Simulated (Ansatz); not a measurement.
An Ansatz input (plane waves, PAW) for zincblende-structured BiRu that has something wrong with it:

```yaml
crystal:
  lattice:
    - [0.0, 3.0230893931, 3.0230893931]
    - [3.0230893931, 0.0, 3.0230893931]
    - [3.0230893931, 3.0230893931, 0.0]
  atoms:
    - { symbol: Ru, position: [0.0, 0.0, 0.0] }
    - { symbol: Bi, position: [0.25, 0.25, 0.25] }
basis:
  ecutwfc: 500
  ecutrho_ratio: 4
kpoints:
  mp_grid: { grid: [10, 10, 10] }
hamiltonian:
  xc: b3-lyp
scf:
  occupations: { method: gaussian, width: 0.05 }
  max_iter: 50
output:
  forces: true
  stress: true
```

Launched as:
```sh
ansatz run input.yaml --threads 2 --pin off --max-ram 2662MiB --backend cpu --events-out ev --progress --plain --runs-dir out
```

Task: What is wrong with it?

Result: An unknown functional. Against the sound input: hamiltonian.xc: "r2scan" → "b3-lyp" (the cap on iterations is only a precaution).

What the program printed:

```
Error: YAML parse error: error: line 15 column 7: hamiltonian.xc: unknown variant `b3-lyp`, expected one of `lda`, `lda-pw`, `pw92`, `pbe`, `pbesol`, `rpbe`, `revpbe`, `blyp`, `pbe0`, `revpbe0`, `b3lyp`, `b3lyp5`, `hse06`, `wpbeh`, `hiss`, `lc_wpbe`, `cam_b3lyp`, `hf`, `r2scan`, `r2scanh`, `r2scan0`, `r2scan50`, `mr2scan`
  --> <input>:15:7
   |
```

The input was refused before any iteration. It ran for 0.02 s on 2 threads of Arm Neoverse V2 (shared host), peak memory 0.021 GiB. The run before the change (r²SCAN, 500 eV, 10×10×10 mesh) gave:

```tsv
run	P (GPa)	gap on the mesh (eV)	cell moment (μB)	largest force component (eV/Å)
sound	0.0	metal	–	0.000
```

This is a trial structure made by placing the elements on a prototype's sites, so it needn't be the stable form.
